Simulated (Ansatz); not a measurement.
SiGe (R-3m), relaxed with r²SCAN (Ansatz, a quantum-chemistry and plane-wave program, plane waves, PAW): a = 3.924 Å, b = 3.924 Å, c = 19.199 Å, α = 90.00°, β = 90.00°, γ = 120.00°.

| Item | Result |
|---|---|
| gap (eV) | 0.65 |
| ΔH_f (eV/atom) | 0.01 |
| B₀ by P(V) fit (GPa) | 84.1 |
| electron conductivity mass (mₑ) | 0.21 |

Question: The same phase is relaxed and computed with PBE in the same code. What are the cell and these values now?

Answer: a = 3.9625 Å, b = 3.9625 Å, c = 19.3838 Å, α = 90.00°, β = 90.00°, γ = 120.00°.

gap (eV): 0.38
ΔH_f (eV/atom): 0.02
B₀ by P(V) fit (GPa): 73.6
electron conductivity mass (mₑ): 0.17

Typed or built starts, not in the databases checked: SiGe, R-3m (Si on 6c, Ge on 6c). All cells were relaxed under the symmetry of their starts (and spin orders); stability against distortions was not tested throughout. Scalar-relativistic: spin–orbit coupling is off unless named, which matters more the heavier the elements.

Potentials: the later of the program's two PAW sets.

Ansatz is a plane-wave DFT program.

Formation energies count from the lowest solids of the elements computed at the same level, not from gases.
